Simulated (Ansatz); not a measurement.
An element in the fcc structure gives these cold pressures by all-electron LAPW under LDA (Ansatz 0.2.0, scalar-relativistic, no spin polarisation).

```
V (Å³/atom)  P (GPa)
       7.50    -0.10
       6.90    12.52
       6.30     30.6
       5.70     56.9
       5.10     96.1
       4.50    156.6
       3.90    254.1
       3.37    394.3
```

Question: Which element is it?

Answer: Be. Its zero-pressure volume in this structure is near 7.5 Å³/atom; the volume and the steepness of P(V) together point to it, though neighbours can come close. Neighbours weren't tried against these numbers.
